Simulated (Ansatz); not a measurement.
The cell comes from COD entry 9008489, which wasn't checked; take it as a given geometry. It was measured hot, at 723 K. The listed cell was then made from it by scaling, straining or moving an atom.

Ca: DFT, PBEsol, PAW with Ansatz's default frozen-core files, scalar-relativistic (Ansatz 0.2.0).

The relaxation starts from this cell:

```xyz
2
Lattice="4.0834 0.0000 0.0000 -2.0417 3.5363 0.0000 0.0000 0.0000 6.6894" Properties=species:S:1:pos:R:3 pbc="T T T"
Ca    0.0000    2.3576    1.6724
Ca    2.0417    1.1788    5.0171
```

Output:

```
Engine: ansatz 0.2.0
Pseudopotentials: kind: paw
Pseudopotential: Ca, paw, valence charge 10, recommended cutoff 420 eV (normal)
Functional definition: PBEsol
  exchange = pbesol_x
  correlation = pbesol_c
Crystal: 2 atoms, lattice volume = 96.598 Å³
Basis set: ecut = 420 eV, 1859 PW (Γ), exchange–correlation on 60×60×90 points (8 copies of the dense FFT grid, shifted against one another)
Bands: 14, of which v1, the nominal top of the filled ones, is band 10 counted from 1 (9 counted from 0)
Symmetry: 24 space group operations
Space group: P63/mmc (ITA 194), of the structure as read, at distance tolerance 4.6e-5 Å
k-points: 42 of 500
Non-local potential: Ca, projectors of the file, l = 0: 3, l = 1: 2, l = 2: 2
PAW form: soft (Blöchl's): semilocal exchange-correlation on the pseudo side does not see the compensation charge
PAW frozen core: Ca, regenerated for the run's functional, and the local potential with it (the file was generated under x = pbe(κ = 0.804, μ = 0.2195149727645171), c = pbe(β = 0.06672455060314922))
PAW one-centre angular grid: Ca, 110 points (default); XC on 64 Gauss nodes
Initial density: superposition of atomic densities (neutral atoms: chi_scale 0, normalization atom), corrected by the library's trained network
Initial wavefunctions: pseudopotential atomic-orbital guess
Functional: x = pbesol(κ = 0.804, μ = 0.12345679012345678), c = pbesol(β = 0.046)
SCF iter   1: F=—  HF=-3587.347024 eV  |F-HF|=—  |Δ(HF+E_count)|=         —  Δρ=2.19e-3  dr2=6.32e-3  ethr=1.77e-3  ⟨swp⟩=7.7  Hψ=4079  notcnv=0
preconditioner: auto → Kerker (q_TF=auto, 2.098 Å⁻¹)  [metal: Δε(μ)=0.025 eV  Ē_g=2.424 eV  σ=0.050 eV  W_gap=0.12  n_scr=22 (ndim 8)  ℏωp=7.6 eV  f_vac=0.000  D(μ)=3.02/eV (n_scr^D=22)]
SCF iter   2: F=—  HF=-3587.346140 eV  |F-HF|=—  |Δ(HF+E_count)|=   8.85e-4  Δρ=1.12e-3  dr2=2.10e-3  ethr=3.16e-5  ⟨swp⟩=2.8  Hψ=1282  notcnv=0
SCF iter   3: F=—  HF=-3587.345573 eV  |F-HF|=—  |Δ(HF+E_count)|=   5.67e-4  Δρ=3.17e-4  dr2=2.50e-4  ethr=1.05e-5  ⟨swp⟩=2.6  Hψ=952  notcnv=0
SCF iter   4: F=—  HF=-3587.345508 eV  |F-HF|=—  |Δ(HF+E_count)|=   6.48e-5  Δρ=6.59e-5  dr2=2.36e-6  ethr=1.25e-6  ⟨swp⟩=2.0  Hψ=669  notcnv=0
SCF iter   5: F=—  HF=-3587.345509 eV  |F-HF|=—  |Δ(HF+E_count)|=   5.45e-7  Δρ=1.18e-5  dr2=2.32e-7  ethr=1.18e-8  ⟨swp⟩=2.0  Hψ=1046  notcnv=0
SCF iter   6: F=-3587.345509 eV  HF=-3587.345509 eV  |F-HF|=1.35e-9  |Δ(HF+E_count)|=   7.49e-9  Δρ=2.35e-6  dr2=7.76e-9  ethr=5.00e-10  ⟨swp⟩=4.1  Hψ=1722  notcnv=0
SCF 1 converged in 6 iterations: F = -3587.345509 eV  dr2 = 7.76e-9
  greatest PAW one-centre occupation: 0.996 electrons in one spin orbital (limit 2), on the Ca atom at site 1 (counted from 0), in its partial waves of l = 0
relax step   1: F+E_penalty+E_count = -3587.34550858 eV  Δ(F+E_penalty+E_count) = +0.000e0 eV  max|allowed force component| = 1.185e-17 eV/Å  Δτ_max = 0.0000 Å  P = -2.293 GPa  Ω = 96.598 Å³  (6 SCF iters, dr2 threshold 1.00e-7 eV, accepted)
Crystal: 2 atoms, lattice volume = 90.326 Å³
Basis set: ecut = 420 eV, 1761 PW (Γ), exchange–correlation on 60×60×90 points (8 copies of the dense FFT grid, shifted against one another)
Initial density: handed on by an earlier stage of this run
Initial wavefunctions: those handed on with the density
iter 1 solved again at ethr=4.43e-6 eV; its pass at ethr=3.10e-3 eV (dr2=8.86e-4 eV) is discarded
SCF iter   1: F=—  HF=-3587.422070 eV  |F-HF|=—  |Δ(HF+E_count)|=         —  Δρ=7.45e-4  dr2=8.22e-4  ethr=4.43e-6  ⟨swp⟩=2.0  Hψ=5131  notcnv=0
preconditioner: auto → Kerker (q_TF=auto, 2.122 Å⁻¹)  [metal: Δε(μ)=0.023 eV  Ē_g=2.462 eV  σ=0.050 eV  W_gap=0.11  n_scr=22 (ndim 8)  ℏωp=7.8 eV  f_vac=0.000  D(μ)=2.84/eV (n_scr^D=22)]
SCF iter   2: F=—  HF=-3587.421994 eV  |F-HF|=—  |Δ(HF+E_count)|=   7.58e-5  Δρ=5.17e-4  dr2=3.86e-4  ethr=4.11e-6  ⟨swp⟩=1.0  Hψ=588  notcnv=0
SCF iter   3: F=—  HF=-3587.421941 eV  |F-HF|=—  |Δ(HF+E_count)|=   5.36e-5  Δρ=7.70e-5  dr2=9.93e-6  ethr=1.93e-6  ⟨swp⟩=2.4  Hψ=873  notcnv=0
SCF iter   4: F=—  HF=-3587.421939 eV  |F-HF|=—  |Δ(HF+E_count)|=   1.29e-6  Δρ=2.22e-5  dr2=4.24e-7  ethr=4.96e-8  ⟨swp⟩=2.5  Hψ=905  notcnv=0
SCF iter   5: F=-3587.421939 eV  HF=-3587.421939 eV  |F-HF|=4.42e-9  |Δ(HF+E_count)|=   1.71e-7  Δρ=3.80e-6  dr2=2.44e-8  ethr=1.00e-9  ⟨swp⟩=4.0  Hψ=1835  notcnv=0
SCF 2 converged in 5 iterations: F = -3587.421939 eV  dr2 = 2.44e-8
relax step   2: F+E_penalty+E_count = -3587.42193940 eV  Δ(F+E_penalty+E_count) = -7.643e-2 eV  max|allowed force component| = 1.099e-17 eV/Å  Δτ_max = 0.0000 Å  P = -1.551 GPa  Ω = 90.326 Å³  energy of the carried Pulay correction = +3.082e-5 eV  (5 SCF iters, dr2 threshold 2.00e-7 eV, accepted)
Crystal: 2 atoms, lattice volume = 79.475 Å³
Basis set: ecut = 420 eV, 1557 PW (Γ), exchange–correlation on 60×60×90 points (8 copies of the dense FFT grid, shifted against one another)
iter 1 solved again at ethr=1.72e-5 eV; its pass at ethr=3.10e-3 eV (dr2=3.45e-3 eV) is discarded
SCF iter   1: F=—  HF=-3587.465955 eV  |F-HF|=—  |Δ(HF+E_count)|=         —  Δρ=1.66e-3  dr2=3.27e-3  ethr=1.72e-5  ⟨swp⟩=2.3  Hψ=5030  notcnv=0
preconditioner: auto → Kerker (q_TF=auto, 2.168 Å⁻¹)  [metal: Δε(μ)=0.005 eV  Ē_g=2.567 eV  σ=0.050 eV  W_gap=0.02  n_scr=22 (ndim 8)  ℏωp=8.3 eV  f_vac=0.000  D(μ)=2.35/eV (n_scr^D=22)]
SCF iter   2: F=—  HF=-3587.465744 eV  |F-HF|=—  |Δ(HF+E_count)|=   2.12e-4  Δρ=1.16e-3  dr2=1.58e-3  ethr=1.63e-5  ⟨swp⟩=1.0  Hψ=588  notcnv=0
SCF iter   3: F=—  HF=-3587.465581 eV  |F-HF|=—  |Δ(HF+E_count)|=   1.63e-4  Δρ=1.62e-4  dr2=3.23e-5  ethr=7.91e-6  ⟨swp⟩=1.6  Hψ=673  notcnv=0
SCF iter   4: F=—  HF=-3587.465572 eV  |F-HF|=—  |Δ(HF+E_count)|=   9.39e-6  Δρ=5.53e-5  dr2=1.98e-6  ethr=1.62e-7  ⟨swp⟩=2.2  Hψ=865  notcnv=0
SCF iter   5: F=-3587.465572 eV  HF=-3587.465572 eV  |F-HF|=5.21e-8  |Δ(HF+E_count)|=   4.66e-7  Δρ=9.27e-6  dr2=1.22e-7  ethr=1.00e-9  ⟨swp⟩=4.4  Hψ=2089  notcnv=0
SCF 3 converged in 5 iterations: F = -3587.465572 eV  dr2 = 1.22e-7
relax step   3: F+E_penalty+E_count = -3587.46557227 eV  Δ(F+E_penalty+E_count) = -4.363e-2 eV  max|allowed force component| = 1.503e-17 eV/Å  Δτ_max = 0.0000 Å  P = +0.481 GPa  Ω = 79.475 Å³  energy of the carried Pulay correction = +8.932e-5 eV  (5 SCF iters, dr2 threshold 2.00e-7 eV, accepted)
Crystal: 2 atoms, lattice volume = 81.839 Å³
Basis set: ecut = 420 eV, 1617 PW (Γ), exchange–correlation on 60×60×90 points (8 copies of the dense FFT grid, shifted against one another)
iter 1 solved again at ethr=9.26e-7 eV; its pass at ethr=3.10e-3 eV (dr2=1.85e-4 eV) is discarded
SCF iter   1: F=—  HF=-3587.468513 eV  |F-HF|=—  |Δ(HF+E_count)|=         —  Δρ=3.84e-4  dr2=1.79e-4  ethr=9.26e-7  ⟨swp⟩=2.6  Hψ=4862  notcnv=0
preconditioner: auto → Kerker (q_TF=auto, 2.157 Å⁻¹)  [metal: Δε(μ)=0.038 eV  Ē_g=2.559 eV  σ=0.050 eV  W_gap=0.18  n_scr=22 (ndim 8)  ℏωp=8.2 eV  f_vac=0.000  D(μ)=2.42/eV (n_scr^D=22)]
SCF iter   2: F=—  HF=-3587.468505 eV  |F-HF|=—  |Δ(HF+E_count)|=   8.20e-6  Δρ=2.66e-4  dr2=8.81e-5  ethr=8.95e-7  ⟨swp⟩=1.0  Hψ=588  notcnv=0
SCF iter   3: F=—  HF=-3587.468498 eV  |F-HF|=—  |Δ(HF+E_count)|=   6.71e-6  Δρ=3.37e-5  dr2=1.59e-6  ethr=4.41e-7  ⟨swp⟩=2.1  Hψ=834  notcnv=0
SCF iter   4: F=-3587.468498 eV  HF=-3587.468498 eV  |F-HF|=3.76e-9  |Δ(HF+E_count)|=   1.69e-7  Δρ=9.16e-6  dr2=7.46e-8  ethr=1.00e-9  ⟨swp⟩=4.1  Hψ=2073  notcnv=0
SCF 4 converged in 4 iterations: F = -3587.468498 eV  dr2 = 7.46e-8
relax step   4: F+E_penalty+E_count = -3587.46849767 eV  Δ(F+E_penalty+E_count) = -2.925e-3 eV  max|allowed force component| = 5.782e-18 eV/Å  Δτ_max = 0.0000 Å  P = -0.071 GPa  Ω = 81.839 Å³  energy of the carried Pulay correction = +7.594e-5 eV  (4 SCF iters, dr2 threshold 2.00e-7 eV, accepted)
Crystal: 2 atoms, lattice volume = 81.531 Å³
Basis set: ecut = 420 eV, 1605 PW (Γ), exchange–correlation on 60×60×90 points (8 copies of the dense FFT grid, shifted against one another)
iter 1 solved again at ethr=1.82e-8 eV; its pass at ethr=3.10e-3 eV (dr2=3.64e-6 eV) is discarded
SCF iter   1: F=—  HF=-3587.468574 eV  |F-HF|=—  |Δ(HF+E_count)|=         —  Δρ=4.95e-5  dr2=2.50e-6  ethr=1.82e-8  ⟨swp⟩=3.0  Hψ=4712  notcnv=0
preconditioner: auto → Kerker (q_TF=auto, 2.159 Å⁻¹)  [metal: Δε(μ)=0.036 eV  Ē_g=2.560 eV  σ=0.050 eV  W_gap=0.18  n_scr=22 (ndim 8)  ℏωp=8.2 eV  f_vac=0.000  D(μ)=2.41/eV (n_scr^D=22)]
SCF iter   2: F=—  HF=-3587.468574 eV  |F-HF|=—  |Δ(HF+E_count)|=   5.49e-7  Δρ=3.37e-5  dr2=1.18e-6  ethr=1.25e-8  ⟨swp⟩=1.0  Hψ=588  notcnv=0
SCF iter   3: F=—  HF=-3587.468574 eV  |F-HF|=—  |Δ(HF+E_count)|=   2.92e-8  Δρ=4.42e-6  dr2=2.62e-8  ethr=5.88e-9  ⟨swp⟩=2.5  Hψ=1007  notcnv=0
SCF iter   4: F=-3587.468574 eV  HF=-3587.468574 eV  |F-HF|=2.76e-10  |Δ(HF+E_count)|=   1.42e-9  Δρ=1.25e-6  dr2=1.23e-9  ethr=1.10e-10  ⟨swp⟩=4.0  Hψ=1712  notcnv=0
SCF 5 converged in 4 iterations: F = -3587.468574 eV  dr2 = 1.23e-9
relax step   5: F+E_penalty+E_count = -3587.46857353 eV  Δ(F+E_penalty+E_count) = -7.586e-5 eV  max|allowed force component| = 2.660e-17 eV/Å  Δτ_max = 0.0000 Å  P = -0.002 GPa  Ω = 81.531 Å³  energy of the carried Pulay correction = +7.767e-5 eV  (4 SCF iters, dr2 threshold 2.20e-8 eV, accepted)
Basis set: ecut = 420 eV, 1605 PW (Γ), exchange–correlation on 54×54×90 points (8 copies of the dense FFT grid, shifted against one another)
Initial wavefunctions: pseudopotential atomic-orbital guess (no wavefunctions were taken with the density)
iter 1 solved again at ethr=9.66e-8 eV; its pass at ethr=3.10e-3 eV (dr2=1.93e-5 eV) is discarded
SCF iter   1: F=—  HF=-3587.468516 eV  |F-HF|=—  |Δ(HF+E_count)|=         —  Δρ=4.66e-5  dr2=2.02e-7  ethr=9.66e-8  ⟨swp⟩=3.1  Hψ=5552  notcnv=0
preconditioner: auto → Kerker (q_TF=auto, 2.159 Å⁻¹)  [metal: Δε(μ)=0.036 eV  Ē_g=2.561 eV  σ=0.050 eV  W_gap=0.18  n_scr=22 (ndim 8)  ℏωp=8.2 eV  f_vac=0.000  D(μ)=2.41/eV (n_scr^D=22)]
SCF iter   2: F=—  HF=-3587.468512 eV  |F-HF|=—  |Δ(HF+E_count)|=   3.35e-6  Δρ=2.39e-5  dr2=5.09e-8  ethr=1.01e-9  ⟨swp⟩=1.9  Hψ=890  notcnv=0
SCF iter   3: F=—  HF=-3587.468512 eV  |F-HF|=—  |Δ(HF+E_count)|=   3.01e-8  Δρ=4.39e-7  dr2=5.72e-11  ethr=2.55e-10  ⟨swp⟩=2.0  Hψ=672  notcnv=0
SCF iter   4: F=-3587.468512 eV  HF=-3587.468512 eV  |F-HF|=5.46e-12  |Δ(HF+E_count)|=  2.06e-10  Δρ=1.76e-7  dr2=1.57e-11  ethr=1.00e-12  ⟨swp⟩=6.0  Hψ=2567  notcnv=0
SCF 6 converged in 4 iterations: F = -3587.468512 eV  dr2 = 1.57e-11
relax step   6: F+E_penalty+E_count = -3587.46851228 eV  Δ(F+E_penalty+E_count) = +6.126e-5 eV  max|allowed force component| = 2.718e-17 eV/Å  Δτ_max = 0.0000 Å  P = -0.002 GPa  Ω = 81.531 Å³  stress off target by 5.26e-3 GPa  SCF on the basis re-selected at this cell (its energy is not comparable with the rows above)  (4 SCF iters)
basis re-selected at this cell: Δ(F+E_penalty+E_count) = +6.126e-5 eV, ΔP = -0.000 GPa vs the last step (what re-selecting the basis moved, of the pressure what is left beyond the Pulay correction that the steps carried, after the strain that the cell walked since its last selection, with what the two solves' SCF thresholds leave and, on support functions, any second-order correction that the steps lacked; it is no measure of the basis error at this ecutwfc). The dense FFT grid was sized anew with the basis: this SCF ran on 27×27×45 points, the steps before it on 30×30×45, so part of this shift can come from that change (see relax.cell in the input reference). This SCF's stress stands 5.26e-3 GPa from its target on what of the cell is left free (relax.cell.stress_tol is 5.00e-2 GPa) and its largest allowed force component is 2.72e-17 eV/Å (relax.f_tol is 5.00e-3 eV/Å): within both
SCF converged after 4 iterations
Free energy (F): -3587.468512 eV
Harris-Foulkes:  -3587.468512 eV  (|F-HF|=5.46e-12)
Internal energy: -3587.448449 eV  (E = F + TS)
E sigma→0 (E₀):  -3587.458481 eV
Entropy (-TS):   -0.020063 eV (-10.032 meV/atom)
Fermi energy:    5.182020 eV
--- Per-component energies (eV) ---
  E_band       = -343.860616
  E_kinetic    = 551.009243
  E_local      = -1677.383012  (includes V_loc(G=0)·N_el)
  E_nonlocal   = 129.462264
  E_hartree    = 559.596437
  E_xc         = -268.585474
  E_vxc        = -336.519251  (∫ρ·V_xc dr)
  E_paw        = -1673.446856  (= ΣΔE_a)
  E_vpaw       = -129.622778  (= ΣTr[D̂ρ^β])
  E_aug_tail   = -0.000011  (compensation charges beyond the density's cutoff)
  E_ewald      = -1208.338629
  E_core_change = 0.237589  (= ΣΔE_core)
  E_smearing   = -0.020063  (= −TS)
  E_closure    = 0.000000  (closes the sum)
  Σ components = -3587.468512   (vs F -3587.468512, Δ=0.00e0)
--- Forces (eV/Å), atoms counted from 1 ---
  atom   1  Ca     0.00000000    -0.00000000    -0.00000000
  atom   2  Ca    -0.00000000     0.00000000     0.00000000
  max |Σ_I F_I| component: 1.16e-18 eV/Å
--- Stress (GPa, compression-positive) ---
       -0.001004       0.000000       0.000000
        0.000000      -0.001004       0.000000
        0.000000       0.000000      -0.005255
  P = ⅓ Tr σ = -0.0024 GPa (-0.024 kbar)
--- PAW observables at the nuclei: V_zz in 10²¹ V/m², potentials from the cell's mean, atoms counted from 1 ---
  atom   1  Ca V_zz =    -0.757333   η = 0.0000   by run symmetry: allowed
            electrostatic potential = -2209.798876 V   contact ρ = 41145.997400 e/Å³
  atom   2  Ca V_zz =    -0.757333   η = 0.0000   by run symmetry: allowed
            electrostatic potential = -2209.798876 V   contact ρ = 41145.997400 e/Å³
--- Relaxed structure (5 steps of the walk, 5 accepted, 1 SCFs on fresh bases) ---
  F+E_penalty+E_count = -3587.46851228 eV   max|allowed force component| = 2.718e-17 eV/Å   (the final SCF, on the basis selected at the relaxed cell)
  cell:  # Å, volume = 81.5312 Å³
    - [3.8374558668443752, -2.7128606011260863e-11, 2.9709193069225048e-33]
    - [-1.9187279333986935, 3.323334266602428, -1.782331760256884e-33]
    - [5.615692079866817e-33, 1.8718973599556056e-34, 6.393024066508097]
  atoms:
    - { symbol: Ca, position: [0.33333333333333337, 0.6666666666666666, 0.24999999999999997] }
    - { symbol: Ca, position: [0.6666666666666667, 0.33333333333333326, 0.7499999999999999] }
```
